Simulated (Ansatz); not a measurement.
Relaxed-ion elastic tensor of Mn₃SiN (anti-perovskite, Pm-3m) in GPa (Voigt order), plane-wave PAW PBEsol (Ansatz code); density 6.91 g/cm³, 9.94 Å³ per atom.

```json
[
 {"": "1", "1": "561", "2": "145", "3": "145", "4": "0.0", "5": "0.0", "6": "0.0"},
 {"": "2", "1": "145", "2": "561", "3": "145", "4": "0.0", "5": "0.0", "6": "0.0"},
 {"": "3", "1": "145", "2": "145", "3": "561", "4": "0.0", "5": "0.0", "6": "0.0"},
 {"": "4", "1": "0.0", "2": "0.0", "3": "0.0", "4": "104", "5": "0.0", "6": "0.0"},
 {"": "5", "1": "0.0", "2": "0.0", "3": "0.0", "4": "0.0", "5": "104", "6": "0.0"},
 {"": "6", "1": "0.0", "2": "0.0", "3": "0.0", "4": "0.0", "5": "0.0", "6": "104"}
]
```

**Question.** Is the crystal mechanically stable?

**Answer.** Yes: the smallest eigenvalue of C is 104 GPa.

**Question.** Work out the Voigt, Reuss and Hill averages.

**Answer.** K_V = 284, K_R = 284, K_H = 284; G_V = 145, G_R = 130, G_H = 137 GPa.

**Question.** Give Young's modulus, Poisson's ratio, Pugh's ratio and the universal anisotropy index.

**Answer.** E = 9KG/(3K + G) = 355 GPa; ν = 0.29; K/G = 2.06 (ductile by the Pugh limit of 1.75); A_U = 5G_V/G_R + K_V/K_R − 6 = 0.61.

**Question.** Estimate the sound speeds and the Debye temperature.

**Answer.** v_l = √((K + 4G/3)/ρ) = 8220 m/s, v_t = √(G/ρ) = 4460 m/s, mean 4980 m/s; Θ = (h/k)(3n/4πV)^(1/3) v_m = 689 K.

The start of the workflow was typed in or built on a structure type; neither database checked (COD, Materials Project) lists it. Whether it is the stable phase at ambient conditions was not checked. The cell was relaxed with PBEsol under the symmetry of its start; its stability against distortions is not shown here. The final state is ferromagnetic, chosen from 4 collinear starts compared on coarse meshes (ties went to the first, and starts can fall back to one state), not a proven ground state. The volume moved by -19 % from the start of the relaxation. No Hubbard U is applied. As this level gives no gap, shear constants depend on the k-mesh and smearing (Fermi–Dirac, 0.1 eV here).

Potentials: the later of the program's two PAW sets.
